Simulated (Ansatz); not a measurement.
Input and output for TiW: DFT, LDA, norm-conserving pseudopotentials, Ansatz's default files, scalar-relativistic (Ansatz 0.2.0). This run: the undistorted cell.

The cell is Materials Project entry mp-1216621, used as a structure alone.

Command: `ansatz run input.yaml --threads 1 --pin off --max-ram 2048MiB --backend cpu --events-out ev --progress --plain --runs-dir out` It took 18 s on 1 thread of Arm Neoverse V2, on a shared host, peak memory 0.47 GiB.

```yaml
crystal:
  lattice:
    - [1.59372522, -2.2546343387, 0.0]
    - [1.59372522, 2.2546343387, 0.0]
    - [0.0, 0.0, 4.4681168022]
  atoms:
    - { symbol: Ti, position: [0.0, 0.0, 0.0] }
    - { symbol: W, position: [0.5, 0.5, 0.5] }
kpoints:
  mp_grid: { grid: [11, 11, 7] }
scf:
  occupations: { method: fermi_dirac, width: 0.05 }
hamiltonian:
  xc: lda
  pseudopotentials: { kind: nc }
output:
  forces: true
  stress: true
  eigenvalues: true
  populations: true
```

Output:

```
Engine: ansatz 0.2.0
Pseudopotentials: kind: nc
Pseudopotential: Ti, nc, valence charge 12, recommended cutoff 1142.878222 eV (normal), Ti.nc.azcp (PseudoDojo's, or run here from an input of PseudoDojo's: the run reads no file of this project's for it)
Pseudopotential: W, nc, valence charge 14, recommended cutoff 952.398519 eV (normal), W.nc.azcp (PseudoDojo's, or run here from an input of PseudoDojo's: the run reads no file of this project's for it)
Functional definition: SPW92
  exchange = slater_x
  correlation = pw_c
Crystal: 2 atoms, lattice volume = 32.110 Å³
Basis set: ecut = 1142.878222 eV, 2829 PW (Γ)
Bands: 17, of which v1, the nominal top of the filled ones, is band 13 counted from 1 (12 counted from 0)
Symmetry: 8 space group operations
Space group: Cmmm (ITA 65), of the structure as read, at distance tolerance 3.2e-5 Å
k-points: 144 of 847
Non-local potential: Ti, projectors of the file, l = 0: 2, l = 1: 2, l = 2: 2
Non-local potential: W, projectors of the file, l = 0: 2, l = 1: 2, l = 2: 2, l = 3: 2
Initial density: superposition of atomic densities (chi_scale 0.1, normalization cell, long waves kept (reshape's long-wave potential 0.00 eV rms))
Initial wavefunctions: pseudopotential atomic-orbital guess
Functional: x = slater, c = lda
SCF iter   1: F=—  HF=-3685.008704 eV  |F-HF|=—  |Δ(HF+E_count)|=         —  Δρ=2.22e-1  dr2=4.48e1  ethr=3.10e-3  ⟨swp⟩=5.2  Hψ=10742  notcnv=0
preconditioner: auto → none  [metal: Δε(μ)=0.005 eV  Ē_g=4.005 eV  σ=0.050 eV  W_gap=0.03  n_scr=6 (ndim 8)  ℏωp=20.7 eV  f_vac=0.000  D(μ)=2.72/eV (n_scr^D=30)  sad-step TF]
SCF iter   2: F=—  HF=-3682.241657 eV  |F-HF|=—  |Δ(HF+E_count)|=    2.77e0  Δρ=1.28e-1  dr2=7.80e0  ethr=3.10e-3  ⟨swp⟩=3.8  Hψ=6613  notcnv=0
SCF iter   3: F=—  HF=-3681.041960 eV  |F-HF|=—  |Δ(HF+E_count)|=    1.20e0  Δρ=3.80e-2  dr2=7.01e-1  ethr=3.10e-3  ⟨swp⟩=3.3  Hψ=6509  notcnv=0
SCF iter   4: F=—  HF=-3680.956417 eV  |F-HF|=—  |Δ(HF+E_count)|=   8.55e-2  Δρ=1.25e-2  dr2=8.85e-2  ethr=2.70e-3  ⟨swp⟩=2.6  Hψ=4728  notcnv=0
SCF iter   5: F=—  HF=-3680.947930 eV  |F-HF|=—  |Δ(HF+E_count)|=   8.49e-3  Δρ=2.69e-3  dr2=8.09e-4  ethr=3.40e-4  ⟨swp⟩=2.1  Hψ=4387  notcnv=0
SCF iter   6: F=—  HF=-3680.947681 eV  |F-HF|=—  |Δ(HF+E_count)|=   2.49e-4  Δρ=7.00e-4  dr2=1.04e-4  ethr=3.11e-6  ⟨swp⟩=1.8  Hψ=3258  notcnv=0
SCF iter   7: F=—  HF=-3680.947669 eV  |F-HF|=—  |Δ(HF+E_count)|=   1.23e-5  Δρ=9.59e-5  dr2=2.76e-6  ethr=3.99e-7  ⟨swp⟩=1.4  Hψ=2747  notcnv=0
SCF iter   8: F=—  HF=-3680.947668 eV  |F-HF|=—  |Δ(HF+E_count)|=   9.85e-7  Δρ=2.49e-5  dr2=1.97e-7  ethr=1.06e-8  ⟨swp⟩=2.4  Hψ=3883  notcnv=0
SCF iter   9: F=-3680.947668 eV  HF=-3680.947668 eV  |F-HF|=1.24e-9  |Δ(HF+E_count)|=   2.24e-8  Δρ=4.25e-6  dr2=2.02e-9  ethr=3.85e-10  ⟨swp⟩=6.3  Hψ=11429  notcnv=0
the search or the solves at the SCF's close seem to have found levels that the self-consistency loop had missed (the run counts 1). By its estimate they hold under 1e-12 electrons; where the run keeps them, the occupations were computed again with them
SCF 1 converged in 9 iterations: F = -3680.947668 eV  dr2 = 2.02e-9
SCF converged after 9 iterations
Free energy (F): -3680.947668 eV
Harris-Foulkes:  -3680.947668 eV  (|F-HF|=1.24e-9)
Internal energy: -3680.924028 eV  (E = F + TS)
E sigma→0 (E₀):  -3680.935848 eV
Entropy (-TS):   -0.023640 eV (-11.820 meV/atom)
Fermi energy:    17.586539 eV
--- Per-component energies (eV) ---
  E_band       = -240.906099
  E_kinetic    = 1193.189501
  E_local      = -2291.172618  (includes V_loc(G=0)·N_el)
  E_nonlocal   = 354.578208
  E_hartree    = 538.859706
  E_xc         = -683.258805
  E_vxc        = -575.221244  (∫ρ·V_xc dr)
  E_ewald      = -2793.120020
  E_smearing   = -0.023640  (= −TS)
  E_closure    = 0.000000  (closes the sum)
  Σ components = -3680.947668   (vs F -3680.947668, Δ=0.00e0)
--- Forces (eV/Å), atoms counted from 1 ---
  atom   1  Ti     0.00000000     0.00000000     0.00000000
  atom   2  W     -0.00000000     0.00000000     0.00000000
  max |Σ_I F_I| component: 1.24e-29 eV/Å
--- Stress (GPa, compression-positive) ---
      -11.365359       0.000000       0.000000
        0.000000     -10.290208       0.000000
        0.000000       0.000000     -10.589837
  P = ⅓ Tr σ = -10.7485 GPa (-107.485 kbar)
--- Band table (eV; the first three rows and the last of 144) ---
  k-point 0: bands = ["-55.7764", "-38.1369", "-20.0453", "-19.6234", "-19.4350", "-14.6182", "-14.4477", "-14.3507", "9.9809", "13.5457", "15.5443", "17.8894", "18.0268", "18.2139", "19.1878", "20.4621", "20.5146"]
  k-point 1: bands = ["-55.7764", "-38.1372", "-20.0374", "-19.6227", "-19.4350", "-14.6327", "-14.4495", "-14.3507", "10.1648", "13.5879", "15.5961", "17.9927", "18.0769", "18.1243", "18.6678", "20.3876", "20.4951"]
  k-point 2: bands = ["-55.7763", "-38.1380", "-20.0195", "-19.6211", "-19.4350", "-14.6654", "-14.4534", "-14.3506", "10.6489", "13.6424", "15.7262", "17.4578", "17.9111", "18.1603", "18.6255", "20.0636", "20.3753"]
  k-point 143: bands = ["-55.6715", "-37.9853", "-20.4415", "-20.0359", "-19.8262", "-15.0636", "-14.7468", "-14.5501", "13.6771", "14.7280", "15.7183", "16.4872", "17.5625", "18.9099", "19.1187", "19.6108", "21.8777"]
--- Löwdin populations: 2 sites ---
  site symbol       q [e]
     0     Ti     11.7408
     1      W     14.0530
  spilling = 0.007929 (of n_electrons = 26.000000)
```

populations.tsv:

```
# site	symbol	l	j	q
# orbitals = lowdin
# n_electrons = 26.000000
# spilling = 0.007929
0	Ti	0_3S	-	1.956743
0	Ti	0_4S	-	0.787048
0	Ti	1_3P	-	5.988640
0	Ti	2_3D	-	3.008391
1	W	0_5S	-	1.956208
1	W	0_6S	-	0.950613
1	W	1_5P	-	5.984735
1	W	2_5D	-	5.161470
```

Next run (one bond, the shortest of the undistorted cell, set to 1.756 Å), as changes to the input before:

```diff
   atoms:
-    - { symbol: Ti, position: [0.0, 0.0, 0.0] }
-    - { symbol: W, position: [0.5, 0.5, 0.5] }
+    - { symbol: Ti, position: [-0.09, -0.09, -0.09] }
+    - { symbol: W, position: [0.59, 0.59, 0.59] }
 kpoints:
```

Results part of the output:

```
SCF 1 converged in 9 iterations: F = -3676.201847 eV  dr2 = 2.51e-8
SCF converged after 9 iterations
Free energy (F): -3676.201847 eV
Harris-Foulkes:  -3676.201847 eV  (|F-HF|=1.22e-8)
Internal energy: -3676.194467 eV  (E = F + TS)
E sigma→0 (E₀):  -3676.198157 eV
Entropy (-TS):   -0.007380 eV (-3.690 meV/atom)
Fermi energy:    17.576508 eV
--- Per-component energies (eV) ---
  E_band       = -251.495428
  E_kinetic    = 1243.322237
  E_local      = -2920.744139  (includes V_loc(G=0)·N_el)
  E_nonlocal   = 345.931543
  E_hartree    = 834.604950
  E_xc         = -694.108746
  E_vxc        = -589.218403  (∫ρ·V_xc dr)
  E_ewald      = -2485.200314
  E_smearing   = -0.007380  (= −TS)
  E_closure    = 0.000000  (closes the sum)
  Σ components = -3676.201847   (vs F -3676.201847, Δ=0.00e0)
--- Forces (eV/Å), atoms counted from 1 ---
  atom   1  Ti     7.22483352     0.00000000    15.22460477
  atom   2  W     -7.22479360     0.00000000   -15.22473745
  max |Σ_I F_I| component: 1.33e-4 eV/Å
--- Stress (GPa, compression-positive) ---
       61.417409       0.000000      47.427386
        0.000000      20.348201       0.000000
       47.427386       0.000000      90.993159
  P = ⅓ Tr σ = 57.5863 GPa (575.863 kbar)
--- Band table (eV; the first three rows and the last of 234) ---
  k-point 0: bands = ["-56.2072", "-38.1444", "-22.0805", "-20.1088", "-19.8218", "-14.2737", "-13.9770", "-12.8019", "9.8135", "12.8509", "13.8432", "14.8599", "16.6559", "17.6791", "20.0382", "20.5914", "21.2379"]
  k-point 1: bands = ["-56.2072", "-38.1451", "-22.0738", "-20.1100", "-19.8218", "-14.2726", "-13.9771", "-12.8130", "9.9095", "12.8614", "13.8357", "14.7993", "16.6232", "17.6960", "19.8992", "20.0864", "21.4508"]
  k-point 2: bands = ["-56.2071", "-38.1468", "-22.0587", "-20.1128", "-19.8216", "-14.2701", "-13.9772", "-12.8380", "10.1367", "12.9124", "13.8189", "14.6144", "16.5531", "17.7279", "19.0341", "20.1897", "21.4997"]
  k-point 233: bands = ["-56.0922", "-37.9939", "-22.1245", "-20.9876", "-20.3491", "-14.6295", "-14.3986", "-12.9078", "12.4668", "13.7079", "14.0534", "16.9405", "17.0696", "18.9767", "20.4045", "22.5424", "23.2132"]
--- Löwdin populations: 2 sites ---
  site symbol       q [e]
     0     Ti     11.9286
     1      W     13.9020
  spilling = 0.006516 (of n_electrons = 26.000000)
```

Spin–orbit coupling is left out, which matters for the heavy atoms. The norm-conserving files are those that the library serves for this functional.
